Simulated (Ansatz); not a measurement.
Polymorphs of InAs, each relaxed with PBE in the plane-wave PAW code Ansatz:

A: CsCl type (Pm-3m)
a = 3.574 Å, b = 3.574 Å, c = 3.574 Å, α = 90.00°, β = 90.00°, γ = 90.00°

| atom | site | symmetry | x | y | z |
|---|---|---|---|---|---|
| In | 1a | m-3m | 0.0000 | 0.0000 | 0.0000 |
| As | 1b | m-3m | 0.5000 | 0.5000 | 0.5000 |

B: zinc blende (F-43m)
a = b = c = 6.187 Å, α = β = γ = 90.00°

```json
[
 {"atom": "In", "site": "4d", "symmetry": "-43m", "x": "0.7500", "y": "0.7500", "z": "0.7500"},
 {"atom": "As", "site": "4a", "symmetry": "-43m", "x": "0.0000", "y": "0.0000", "z": "0.0000"}
]
```

Order them by energy per atom at 0 K (lowest first) at the level PBE.

B (+0 meV/atom), A (+426 meV/atom)

Constructed cells (a structure type filled with these elements, in neither database checked): A. Not the usual ambient phase: A. All cells were relaxed under the symmetry of their starts (and spin orders); stability against distortions was not tested throughout. Scalar-relativistic: spin–orbit coupling is off unless named, which matters more the heavier the elements.

Energies hold the estimated change up to a 700 eV cutoff; steps of a few meV lie near the error of the meshes.

Potentials: the earlier of the program's two PAW sets.
